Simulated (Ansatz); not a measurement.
Ta₂O₅:
```
Ta2O5
1.0
    3.66997     0.00000     0.00000
    0.00000     3.85901     0.00000
    0.00000     0.00000     6.43335
Ta O
2 5
Direct
  0.50000   0.00000   0.50000
  0.00000   0.00000   0.00000
  0.50000   0.50000   0.50000
  0.00000   0.00000   0.67924
  0.00000   0.00000   0.32076
  0.00000   0.50000   0.00000
  0.50000   0.00000   0.00000
```

Relaxed with PBEsol.

Give the optical modes at the zone centre with their infrared activity from DFPT, DFT-PBEsol in the program Ansatz with PAW potentials.

Transverse frequencies, without the LO–TO term; a row sums one degenerate level.

```tsv
ω (cm⁻¹)	degeneracy	IR ((D/Å)²/amu)	activity	symmetry
395i	1	16.83	IR	B1u
293i	1	68.56	IR	B3u
273i	1	38.57	IR	B2u
146i	1	25.48	IR	B1u
52	1	7.56	IR	B2u
90	1	0.07	IR	B1u
103	1	2.81	IR	B3u
152	1	92.79	IR	B2u
198	1	12.91	IR	B3u
205	1	0.68	IR	B1u
277	1	0.00	IR-inactive	B2g
300	1	0.00	IR-inactive	B3g
303	1	5.98	IR	B3u
381	1	23.85	IR	B1u
439	1	25.05	IR	B2u
579	1	64.83	IR	B2u
772	1	0.00	IR-inactive	Ag
871	1	67.96	IR	B3u
```

How high does the top mode go among those that the LO–TO term moves?

1035 cm⁻¹ for q along x, 918 cm⁻¹ for q along y, 587 cm⁻¹ for q along z.

Space group Pmmm. The first step of the workflow began from a Materials Project structure, measured or hypothetical; the Crystallography Open Database copy checked does not list it. COD files the formula under space group No. 49, so this cell is another polymorph or a model. Its standing as an ambient phase is unchecked. The cell was relaxed with PBEsol under the symmetry of its start. At this level the phase is dynamically unstable (imaginary phonons). The run is not spin-polarised. Spin–orbit coupling is left out wherever it is not named.

Potentials: the later of the program's two PAW sets.
